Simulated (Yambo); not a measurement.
Given:

```
Mg2P2O7
1.0
    3.22015    -4.13844     0.00000
    3.22015     4.13844     0.00000
   -1.05229     0.00000     4.37320
O Mg P
7 2 2
Direct
  0.92560   0.62126   0.27967
  0.07440   0.37874   0.72033
  0.37874   0.07440   0.72033
  0.62126   0.92560   0.27967
  0.00000   0.00000   0.00000
  0.61907   0.61907   0.78722
  0.38093   0.38093   0.21278
  0.68793   0.31207   0.50000
  0.31207   0.68793   0.50000
  0.78009   0.78009   0.09325
  0.21991   0.21991   0.90675
```

Workflow: PBEsol (Quantum ESPRESSO, PseudoDojo norm-conserving, 84 Ry, scalar-relativistic), then G0W0 in Yambo (2×2×4 Γ-centred k mesh, bands 3 to 230 and a 8 Ry block in the screening, 230 bands in G with the Bruneval-Gonze terminator, plasmon pole fitted at 27.2 eV).

Problem. Give the PBEsol and G0W0 gaps between the band edges found on this mesh, and say where the edges lie.

Solution. Edges: (0, 0, -0.5) → Γ. PBEsol: 5.57 eV; G0W0: 8.27 eV. Nearest settings tried, and what they do to the gap: 152 bands in G: -2 meV; 2 Ry block (39 vectors against 309): +262 meV; 2×2×2 mesh: -7 meV. Not varied: bands in W. So the settings aren't converged at that level. 

Geometry of the Materials Project entry, not relaxed at this level.
